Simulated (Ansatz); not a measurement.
With DFT-r²SCAN in the program Ansatz with PAW potentials, Ga2PN in the trigonal phase (P3m1; Ga on 1a, Ga on 1c, P on 1a, N on 1c) relaxes to a = 3.514 Å, c = 5.833 Å. P has 4 nearest neighbours from 2.25 Å (tetrahedral); N has 4 nearest neighbours from 1.96 Å (tetrahedral). Against the elements it lies at -0.28 eV/atom, with no fitted shifts.

Electronic character: metallic (no gap). Gap from r²SCAN with spin–orbit coupling: none (metallic).

An equation-of-state fit gives a bulk modulus of 115 GPa. Bader charges are Ga +1.08 to +1.43, P -0.98, N -1.53 e.

The start of the workflow was typed in or built on a structure type; neither database checked (COD, Materials Project) lists it. Its standing as an ambient phase is unchecked. The r²SCAN relaxation kept the symmetry of its start; whether a distortion lowers the energy is not shown. The references are the lowest solids computed at this level, not always the standard phases (solids in place of the gases). Scalar-relativistic: spin–orbit coupling is off unless named, which matters more the heavier the elements.

Potentials: the later of the program's two PAW sets.
